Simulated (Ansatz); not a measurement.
A generator proposed this cell of NaB₁₂.

```cif
data_structure
_symmetry_space_group_name_H-M 'Fm-3m'
_symmetry_Int_Tables_number 225
_cell_length_a 7.3611
_cell_length_b 7.3611
_cell_length_c 7.3611
_cell_angle_alpha 90.000
_cell_angle_beta 90.000
_cell_angle_gamma 90.000
_cell_volume 398.87
loop_
_atom_site_label
_atom_site_type_symbol
_atom_site_symmetry_multiplicity
_atom_site_Wyckoff_symbol
_atom_site_fract_x
_atom_site_fract_y
_atom_site_fract_z
_atom_site_occupancy
Na1 Na 4 a 0.00000 0.00000 0.00000 1
B1 B 48 i 0.33122 0.16878 0.00000 1
```

All numbers below come from DFT PBE, scalar-relativistic, plane waves, PAW (Ansatz 0.2.0). Cutoff 420 eV; k points 4×4×4 on the computed 13-atom cell (Γ-centred); Gaussian smearing, width 0.10 eV; no spin polarisation.

Formation energies are uncorrected and refer to the elements' standard structures at the same level.

**Question.** How far from equilibrium is it?

**Answer.** The pressure is 9.5 GPa (it wants to expand), the largest force is 0.27 eV/Å, and the energy is +0.11 eV/atom against the elements. The shortest distance is 1.69 Å.

**Question.** Is it a good guess?

**Answer.** A good one: relaxing gains under 0.1 eV/atom (the start's value is from the coarse mesh, so the gain is rough) in 8 ionic steps and ends at +0.11 eV/atom on the finer mesh. The symmetry stays Fm-3m (No. 225). The volume per atom grows by 4.9 %, from 7.7 to 8.0 Å³. The shortest distance goes from 1.69 Å (B–B) to 1.73 Å (B–B). Conventional cell: a = 7.479 Å. Na is surrounded by 24 B at 2.78 Å; around B lie 5 B at 1.73–1.78 Å, 2 B at 2.52 Å and 2 Na at 2.78 Å.

The last run used a 10×10×10 mesh for its 13-atom cell and Gaussian smearing of 0.10 eV. The cell is a metal run without spin; a magnetic state may lie lower. The relaxation can't lower the symmetry of the start, and the grade says only how near the guess is to its own end. Symmetry constrained the relaxation, so the result can be a saddle point.
